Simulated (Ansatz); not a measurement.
One crystal and one scan (energy against volume) at two levels, PBE (plane waves to 420 eV, PAW, scalar-relativistic; Ansatz, a first-principles code) and PBEsol (plane waves to 420 eV, PAW, scalar-relativistic; Ansatz), each from its own relaxed cell and on its own mesh. The cell shown is that of PBE.

MgF₂ (rutile)

```
CELL_PARAMETERS angstrom
      4.69838     0.00000     0.00000
      0.00000     4.69838     0.00000
      0.00000     0.00000     3.09284
ATOMIC_POSITIONS crystal
  Mg 0.00000 0.00000 0.00000
  Mg 0.50000 0.50000 0.50000
  F  0.30358 0.30358 0.00000
  F  0.80358 0.19642 0.50000
  F  0.19642 0.80358 0.50000
  F  0.69642 0.69642 0.00000
```

This relaxed cell (volume V₀) is scaled evenly in all directions, its shape held. The atoms relax within the cell's symmetry.

E stands for the smeared free energy. MgF2 was relaxed with its symmetry unable to fall. With the shape held, the modulus is that of even scaling; a crystal free to change shape is softer. Percentages come from the unrounded values. Both scans cover V/V₀ from 0.940 to 1.060.

```tsv
quantity	PBE	PBEsol	PBE − PBEsol
Lattice constant a (Å)	4.698	4.639	+0.059 (+1.3 %)
Lattice constant c (Å)	3.093	3.062	+0.031 (+1.0 %)
Relaxed volume (Å³/atom)	11.38	10.98	+0.40 (+3.6 %)
Band gap of the relaxed cell, no spin-orbit coupling (eV)	6.83	6.89	-0.06 (-0.8 %)
Pressure at the smallest volume (GPa)	6.51	6.98	-0.47 (-6.7 %)
Energy cost of the largest compression (meV/atom)	13.1	13.6	-0.5 (-3 %)
Energy cost of the largest expansion (meV/atom)	10.6	10.9	-0.3 (-3 %)
Bulk modulus at fixed cell shape B₀ (third-order Birch-Murnaghan fit) (GPa)	91.8	98.4	-6.6 (-6.7 %)
Pressure derivative B₀′ (fit)	4.4	4.5	-0.1 (-2 %)
Pressure for 5 % compression (fit) (GPa)	5.3	5.7	-0.4 (-7 %)
```

PBE gives the higher value for: lattice constant a; lattice constant c; relaxed volume. PBE gives the lower value for: pressure at the smallest volume; energy cost of the largest compression; energy cost of the largest expansion; bulk modulus at fixed cell shape B₀; pressure for 5 % compression. They agree on: band gap of the relaxed cell, no spin-orbit coupling (within 1.5 %).

ΔE (meV/atom), each from the relaxed starting cell of its own level:

| V/V₀ | PBE | PBEsol |
|---|---|---|
| 0.940 | 13.1 | 13.6 |
| 0.950 | 9.0 | 9.3 |
| 0.960 | 5.6 | 5.8 |
| 0.970 | 3.1 | 3.2 |
| 0.980 | 1.3 | 1.4 |
| 0.990 | 0.3 | 0.4 |
| 1.000 | 0.0 | 0.0 |
| 1.010 | 0.3 | 0.3 |
| 1.020 | 1.3 | 1.3 |
| 1.030 | 2.8 | 2.9 |
| 1.040 | 4.8 | 5.0 |
| 1.050 | 7.5 | 7.7 |
| 1.060 | 10.6 | 10.9 |

(A scan under strain: stresses follow from slopes of the energy per volume, elastic moduli from its curvatures.)
